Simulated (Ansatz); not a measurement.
A: Ni3(PbS)2 (space group R-3m), a = 5.634 Å, b = 5.634 Å, c = 13.579 Å, α = 90.00°, β = 90.00°, γ = 120.00°
B: PtPb (NiAs type), a = b = 4.3212 Å, c = 5.5203 Å, α = β = 90.00°, γ = 120.00°
C: Re (hcp, Mg type), a = b = 2.7579 Å, c = 4.4628 Å, α = β = 90.00°, γ = 120.00°
D: Nb$_{3}$B$_{4}$ (space group Immm), a = 3.144 Å, b = 3.304 Å, c = 14.093 Å, α = β = γ = 90.00°

Scan: energy against volume (even scaling of the relaxed cell, symmetry kept). One method and one kind of scan serve all of them; meshes and ranges differ. All were relaxed with their symmetry unable to fall. At this level the bands of Ni3(PbS)2 touch or barely overlap. Nb3B4 is run without spin polarisation. Ni3(PbS)2 is run without spin polarisation. PtPb is run without spin polarisation. Re is run without spin polarisation. Spin-orbit coupling is left out.

Task: Rank these by bulk modulus at fixed cell shape (fitted) (highest first), as r2SCAN (plane waves to 500 eV, PAW, scalar-relativistic; Ansatz, a first-principles code) gives it.

Result: C (387 GPa), D (283 GPa), B (108 GPa), A (68.8 GPa)

(A scan under strain: stresses follow from slopes of the energy per volume, elastic moduli from its curvatures.)
